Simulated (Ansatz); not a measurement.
Input, command and steps of an Ansatz relaxation.

```yaml
crystal:
  lattice:
    - [2.878616, -6.461406, 0.0]
    - [2.878616, 6.461406, 0.0]
    - [0.0, 0.0, 5.569879]
  atoms:
    - { symbol: Sb, position: [0.924622, 0.075378, 0.75] }
    - { symbol: Sb, position: [0.075378, 0.924622, 0.25] }
    - { symbol: Pb, position: [0.61228, 0.38772, 0.75] }
    - { symbol: Pb, position: [0.38772, 0.61228, 0.25] }
    - { symbol: Br, position: [0.255106, 0.744894, 0.75] }
    - { symbol: Br, position: [0.744894, 0.255106, 0.25] }
    - { symbol: O, position: [0.224975, 0.224975, 0.5] }
    - { symbol: O, position: [0.775025, 0.775025, 0.5] }
    - { symbol: O, position: [0.775025, 0.775025, 0.0] }
    - { symbol: O, position: [0.224975, 0.224975, 0.0] }
basis:
  ecutwfc: 500
kpoints:
  mp_grid: { grid: [4, 4, 4] }
hamiltonian:
  xc: r2scan
scf:
  occupations: { method: gaussian, width: 0.02 }
output:
  forces: true
  stress: true
  eigenvalues: true
relax:
  adjacent_minimum: "off"
  f_tol: 0.02
  max_steps: 70
  cell: { stress_tol: 0.1 }
```

```bash
ansatz run input.yaml --threads 2 --pin off --max-ram 5120MiB --backend cpu --events-out ev --progress --plain --runs-dir out
```

The calculation used DFT r2SCAN, scalar-relativistic, plane waves, PAW (Ansatz 0.2.0).

Of 6 frames 6 are shown, positions in Å and forces in eV/Å; the SCF threshold varies from step to step. Steps run on the plane waves of an earlier cell, with a Pulay correction in the pressure. The basis is chosen afresh for the last frame, the zero of the energies, and can be on the way; energy and pressure step there, also at an unchanged geometry.

```xyz
10
Lattice="2.8786 -6.4614 0.0000 2.8786 6.4614 0.0000 0.0000 0.0000 5.5699" Properties=species:S:1:pos:R:3:forces:R:3 pbc="T T T" step=1 free_energy_over_end_meV_per_atom=5.80 pressure_GPa=-2.62
Sb    2.8786   -5.4873    4.1774    0.0000   -0.5710    0.0000
Sb    2.8786    5.4873    1.3925    0.0000    0.5710    0.0000
Pb    2.8786   -1.4510    4.1774    0.0000    0.2690    0.0000
Pb    2.8786    1.4510    1.3925    0.0000   -0.2690    0.0000
Br    2.8786    3.1647    4.1774    0.0000   -0.0320    0.0000
Br    2.8786   -3.1647    1.3925    0.0000    0.0320    0.0000
O     1.2952    0.0000    2.7849   -0.2300    0.0000    0.0000
O     4.4620    0.0000    2.7849    0.2300    0.0000    0.0000
O     4.4620    0.0000    0.0000    0.2300    0.0000    0.0000
O     1.2952    0.0000    0.0000   -0.2300    0.0000    0.0000
10
Lattice="2.8317 -6.4308 0.0000 2.8317 6.4308 0.0000 0.0000 0.0000 5.4817" Properties=species:S:1:pos:R:3:forces:R:3 pbc="T T T" step=2 free_energy_over_end_meV_per_atom=3.57 pressure_GPa=1.46
Sb    2.8317   -5.4743    4.1113    0.0000    0.4420    0.0000
Sb    2.8317    5.4743    1.3704    0.0000   -0.4420    0.0000
Pb    2.8317   -1.3893    4.1113    0.0000   -0.4550    0.0000
Pb    2.8317    1.3893    1.3704    0.0000    0.4550    0.0000
Br    2.8317    3.1381    4.1113    0.0000    0.0100    0.0000
Br    2.8317   -3.1381    1.3704    0.0000   -0.0100    0.0000
O     1.2869    0.0000    2.7409   -0.1940    0.0000    0.0000
O     4.3765    0.0000    2.7409    0.1940    0.0000    0.0000
O     4.3765    0.0000    0.0000    0.1940    0.0000    0.0000
O     1.2869    0.0000    0.0000   -0.1940    0.0000    0.0000
10
Lattice="2.8401 -6.4364 0.0000 2.8401 6.4364 0.0000 0.0000 0.0000 5.5035" Properties=species:S:1:pos:R:3:forces:R:3 pbc="T T T" step=3 free_energy_over_end_meV_per_atom=0.14 pressure_GPa=-0.08
Sb    2.8401   -5.4573    4.1276    0.0000   -0.2000    0.0000
Sb    2.8401    5.4573    1.3759    0.0000    0.2000    0.0000
Pb    2.8401   -1.4275    4.1276    0.0000    0.0120    0.0000
Pb    2.8401    1.4275    1.3759    0.0000   -0.0120    0.0000
Br    2.8401    3.1415    4.1276    0.0000   -0.0050    0.0000
Br    2.8401   -3.1415    1.3759    0.0000    0.0050    0.0000
O     1.2748    0.0000    2.7517   -0.0130    0.0000    0.0000
O     4.4055    0.0000    2.7517    0.0130    0.0000    0.0000
O     4.4055    0.0000    0.0000    0.0130    0.0000    0.0000
O     1.2748    0.0000    0.0000   -0.0130    0.0000    0.0000
10
Lattice="2.8478 -6.4405 0.0000 2.8478 6.4405 0.0000 0.0000 0.0000 5.5035" Properties=species:S:1:pos:R:3:forces:R:3 pbc="T T T" step=4 free_energy_over_end_meV_per_atom=-0.08 pressure_GPa=-0.10
Sb    2.8478   -5.4699    4.1277    0.0000   -0.0590    0.0000
Sb    2.8478    5.4699    1.3759    0.0000    0.0590    0.0000
Pb    2.8478   -1.4261    4.1277    0.0000   -0.0240    0.0000
Pb    2.8478    1.4261    1.3759    0.0000    0.0240    0.0000
Br    2.8478    3.1430    4.1277    0.0000   -0.0050    0.0000
Br    2.8478   -3.1430    1.3759    0.0000    0.0050    0.0000
O     1.2787    0.0000    2.7518   -0.0340    0.0000    0.0000
O     4.4170    0.0000    2.7518    0.0340    0.0000    0.0000
O     4.4170    0.0000    0.0000    0.0340    0.0000    0.0000
O     1.2787    0.0000    0.0000   -0.0340    0.0000    0.0000
10
Lattice="2.8477 -6.4303 0.0000 2.8477 6.4303 0.0000 0.0000 0.0000 5.5054" Properties=species:S:1:pos:R:3:forces:R:3 pbc="T T T" step=5 free_energy_over_end_meV_per_atom=-0.12 pressure_GPa=0.01
Sb    2.8477   -5.4635    4.1290    0.0000   -0.0040    0.0000
Sb    2.8477    5.4635    1.3763    0.0000    0.0040    0.0000
Pb    2.8477   -1.4295    4.1290    0.0000   -0.0030    0.0000
Pb    2.8477    1.4295    1.3763    0.0000    0.0030    0.0000
Br    2.8477    3.1352    4.1290    0.0000    0.0020    0.0000
Br    2.8477   -3.1352    1.3763    0.0000   -0.0020    0.0000
O     1.2773    0.0000    2.7527   -0.0010    0.0000    0.0000
O     4.4181    0.0000    2.7527    0.0010    0.0000    0.0000
O     4.4181    0.0000    0.0000    0.0010    0.0000    0.0000
O     1.2773    0.0000    0.0000   -0.0010    0.0000    0.0000
10
Lattice="2.8477 -6.4303 0.0000 2.8477 6.4303 0.0000 0.0000 0.0000 5.5054" Properties=species:S:1:pos:R:3:forces:R:3 pbc="T T T" step=6 free_energy_over_end_meV_per_atom=0.00 pressure_GPa=0.01
Sb    2.8477   -5.4635    4.1290    0.0000   -0.0040    0.0000
Sb    2.8477    5.4635    1.3763    0.0000    0.0040    0.0000
Pb    2.8477   -1.4295    4.1290    0.0000   -0.0040    0.0000
Pb    2.8477    1.4295    1.3763    0.0000    0.0040    0.0000
Br    2.8477    3.1352    4.1290    0.0000    0.0020    0.0000
Br    2.8477   -3.1352    1.3763    0.0000   -0.0020    0.0000
O     1.2773    0.0000    2.7527   -0.0010    0.0000    0.0000
O     4.4181    0.0000    2.7527    0.0010    0.0000    0.0000
O     4.4181    0.0000    0.0000    0.0010    0.0000    0.0000
O     1.2773    0.0000    0.0000   -0.0010    0.0000    0.0000
```

It took 100 s on 2 threads of Arm Neoverse V2 (shared host), peak memory 1.2 GiB.

Spin–orbit coupling is left out, which can shift energies with elements as heavy as these.